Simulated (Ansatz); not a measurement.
**KSi₂: rattling a relaxed structure**

These are results of Ansatz 0.2.0, DFT PBE, scalar-relativistic, plane waves, PAW, not measurements. Cutoff 420 eV; k points 12×12×12 on the computed 3-atom cell (Γ-centred); Gaussian smearing, width 0.10 eV; no spin polarisation.

The cell below (3 atoms, R3m (No. 160)) is relaxed within its symmetry. It is a trial structure, and others of KSi₂ can lie lower.

```
CELL_PARAMETERS angstrom
1.96730 1.13582 5.95428
-1.96730 1.13582 5.95428
0.00000 -2.27164 5.95428
ATOMIC_POSITIONS crystal
K 0.99552 0.99552 0.99552
Si 0.18805 0.18805 0.18805
Si 0.48312 0.48312 0.48312
```

For the test a repeat of it with 6 atoms was strained at random by about 1.5 %, the atoms were moved at random (σ = 0.10 Å), and all was relaxed without symmetry on a coarse k mesh of 6×6×4 with 0.1 eV smearing. The unmoved cell, run with the same settings, is the reference; its energy there differs by 4 meV/atom from that of the cell above, which cancels only where start and end are alike, and differences of a few meV/atom aren't resolved.

(1) What happens?

Results:

(1) It returns to R3m (No. 160) at a loose tolerance of 0.1 Å (at 0.01 Å Cm (No. 8), so small displacements are left), within 1 meV/atom of the reference. So it is a local minimum, stable against the distortions that fit this cell and this draw; softer or longer ones aren't excluded.

Cost: 3 runs of about 5.1 core-minutes in all, on Arm Neoverse V1 (shared hosts).